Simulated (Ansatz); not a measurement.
TiAl (CsCl type, Pm-3m) under volume change, the program Ansatz at the r²SCAN level (PAW), scaled uniformly.

```tsv
V (Å³/atom)	E − E(relaxed) (meV/atom)	P (GPa)
14.515	56.5	13.62
14.994	23.8	8.39
15.472	5.7	3.88
15.951	0.0	0.00
16.429	…	…
16.908	19.5	-6.24
17.386	…	…
```

Some entries are withheld; supply them.


- 16.429, E − E(relaxed) (meV/atom): 5.1
- 16.429, P (GPa): -3.35
- 17.386, E − E(relaxed) (meV/atom): 42.0
- 17.386, P (GPa): -8.73

What does a third-order Birch–Murnaghan fit give for V₀, B₀ and B′?

V₀ = 15.95 Å³/atom, B₀ = 120 GPa, B′ = 3.9.

The workflow started from a Materials Project entry (that database holds measured and hypothetical structures alike); the Crystallography Open Database copy checked does not list it. It is not the phase usual at ambient conditions (space group No. 123). Symmetry was held in the r²SCAN relaxation; whether a distortion lowers the energy is not shown. No spin polarisation was allowed.

Potentials: the later of the program's two PAW sets.
